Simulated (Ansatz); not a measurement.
Tl (hcp, Mg type)

```
CELL_PARAMETERS angstrom
      3.51996     0.00000     0.00000
     -1.75998     3.04838     0.00000
      0.00000     0.00000     5.60163
ATOMIC_POSITIONS crystal
  Tl 0.33333 0.66667 0.75000
  Tl 0.66667 0.33333 0.25000
```

The slice is a (-1 1 0 2) plane (indices of the conventional cell) through the point (0.333, 0.667, 0.750) (fractional), spanned by u = [110] and v = [1 -1 1] in vectors of this cell: u (3.52 Å) and v (8.28 Å, at 90° to u). It covers one period; positions are fractions (u, v).

The numbers are results of r2SCAN (plane waves to 500 eV, PAW, scalar-relativistic; Ansatz, a program for electronic structure), not measurements. k mesh 15×15×9. Inside the PAW spheres the values are not all-electron values, and peaks at nuclei hang on which shells count as valence. Spin-orbit coupling is left out, though Tl is heavy. Tl was relaxed with its symmetry unable to fall.

### Question
Sketch the valence electron density on this plane as a map.

### Answer
```
v \ u  0.00  0.22  0.44  0.67  0.89
-----  ----  ----  ----  ----  ----
0.90    0.1  -0.4  -1.1  -0.8   0.0
0.80   -1.1  -1.1  -1.1  -1.1  -1.1
0.70   -1.4  -1.1  -0.8  -0.9  -1.3
0.60   -1.1  -1.1  -0.9  -1.0  -1.1
0.50   -0.2  -0.6  -1.1  -0.9  -0.3
0.40    0.3  -0.2  -1.1  -0.7   0.2
0.30   -0.4  -0.8  -1.2  -1.0  -0.5
0.20   -1.0  -1.1  -1.4  -1.3  -1.0
0.10    0.1  -0.4  -1.2  -0.8   0.0
0.00    1.0   0.2  -0.9  -0.5   0.7
```

Values: log₁₀ of the valence density in e/Å³. The scale is logarithmic, as a density can span decades between atoms and voids.
